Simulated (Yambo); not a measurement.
G0W0@LDA for K2PtBr6 (space group Fm-3m, No. 225) in Yambo (2×2×2 mesh, 7 Ry block, plasmon pole, screening fixed), without a terminator:

```
bands N in G  gap Γ → X (eV)  shift of the valence edge (eV)
------------  --------------  ------------------------------
143                    3.016                          -0.546
247                    3.024                          -0.869
390                    3.022                          -1.039
```

**Question.** Extrapolate both columns to infinite N with E(N) = E∞ + A/N, test the form, and compare with the terminator.

**Answer.** From two points, E∞ = (N2 E2 − N1 E1)/(N2 − N1). The two largest N give 3.02 eV for the gap and -1.33 eV for the shift; the two smallest give 3.03 eV and -1.31 eV. For the gap the slopes A are -2.7 and 1.3 eV: the form isn't reached, and its limit is uncertain. For the shift the slopes A are 110 and 110 eV: the 1/N form holds. With the Bruneval-Gonze terminator and 390 bands the run gives 2.96 eV and -1.16 eV, 0.06 eV and 0.18 eV from the extrapolated values: the terminator too is an estimate of the remainder. Block, mesh and the bands in W are held fixed.

Spin-orbit coupling is not included.

Geometry of the Materials Project entry, not relaxed at this level; primitive cell a = b = c = 7.3313 Å, α = β = γ = 60.00°.

A shift is the quasiparticle energy of the state minus its LDA energy.
